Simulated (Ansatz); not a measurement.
**NiGe₃O₄, before and after**

This trial cell of NiGe₃O₄ was written down by chemical analogy (P4mm, No. 99). Its size is a guess.

start:

Space group P4mm (No. 99). a = 5.200 Å, b = 5.200 Å, c = 4.000 Å, α = 90.00°, β = 90.00°, γ = 90.00°
| atom | site | symmetry | x | y | z |
| --- | --- | --- | --- | --- | --- |
| Ni | 1a | 4mm | 0.0000 | 0.0000 | 0.2300 |
| Ge | 2c | 2mm. | 0.5000 | 0.0000 | 0.7300 |
| Ge | 1b | 4mm | 0.5000 | 0.5000 | 0.2700 |
| O | 4d | ..m | 0.2500 | 0.7500 | 0.0000 |

Method: Ansatz 0.2.0, DFT PBE, scalar-relativistic, plane waves, PAW. Cutoff 420 eV, Gaussian smearing, Γ-centred meshes. Cell and atoms relax first on a coarse mesh, the cell is then made exact in the group found at 0.06 to 0.08 Å, and last on a converged mesh; the steps can't lower the symmetry of their start. Collinear spin, starting moments Ni 2.0 μB; the moments died out early, so the last step has no spin.

end:

Space group P4mm (No. 99). a = 5.142 Å, b = 5.142 Å, c = 4.688 Å, α = 90.00°, β = 90.00°, γ = 90.00°
| atom | site | symmetry | x | y | z |
| --- | --- | --- | --- | --- | --- |
| Ni | 1a | 4mm | 0.0000 | 0.0000 | 0.0729 |
| Ge | 2c | 2mm. | 0.5000 | 0.0000 | 0.7884 |
| Ge | 1b | 4mm | 0.5000 | 0.5000 | 0.2510 |
| O | 4d | ..m | 0.2525 | 0.7475 | 0.0149 |

The symmetry stays P4mm (No. 99). The volume per atom grows by 14.6 %, from 13.5 to 15.5 Å³. The shortest distance goes from 2.06 Å (Ni–O) to 1.86 Å (Ni–O). The ratio c/a of the conventional cell changes by a factor of 1.19. The end is written in a standard setting, so origin, axes and order of atoms can differ from the start's.

| Quantity | Value |
| --- | --- |
| Volume per atom | 15.5 Å³ |
| Density | 4.6 g/cm³ |
| Energy over the elements | −0.92 eV/atom |
| Gap on the 6×6×8 mesh of the 8-atom cell | 0 eV (the bands overlap slightly) |

The zero of energy is the elements' standard structures at the same level (O₂ as a molecule); no fitted shifts are applied.

The last run used Gaussian smearing of 0.10 eV. Weakly bound directions are ill-defined at this level, which has no dispersion term. The zero gap may come from the functional, which often closes small gaps, or the cell may be a true semimetal. No Hubbard U is applied to the 3d shell of Ni. Trial moments died out on the coarse mesh, so the last step has no spin; another magnetic start might hold. A later test with randomly moved atoms led to a structure 64 meV/atom lower, so this end is a saddle point or a shallow minimum. Another cell of the same search, in P1, lies 64 meV/atom lower, so this cell isn't the stable form at this level.
